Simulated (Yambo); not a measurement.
G0W0@LDA for Be2C (space group Fm-3m, No. 225) in Yambo. Reference settings: 6×6×6 Γ-centred k mesh, bands 3 to 76 and a 14 Ry block in the screening, 76 bands in G with the Bruneval-Gonze terminator, plasmon pole fitted at 27.2 eV. The LDA gap Γ → X on this mesh is 1.21 eV; G0W0 gaps are taken between the same points.

The settings were changed. The gap went from 2.12 eV to 1.74 eV, and the shift of the valence edge from -0.56 eV to 0.17 eV.

Q: Name the change that produced these shifts.
(A) pole fitted at 10 eV
(B) 25 bands in G
(C) 4×4×4 mesh
(D) 1 Ry block

A: D, 1 Ry block. The others gave (gap, valence shift): 4×4×4 mesh: 2.09, -0.51 eV; 25 bands in G: 2.14, -0.57 eV; pole fitted at 10 eV: 2.08, -0.38 eV.

Geometry relaxed with LDA; primitive cell a = 3.0199 Å, b = 3.0199 Å, c = 3.0199 Å, α = 60.00°, β = 60.00°, γ = 60.00°.

A shift is the quasiparticle energy of the state minus its LDA energy.
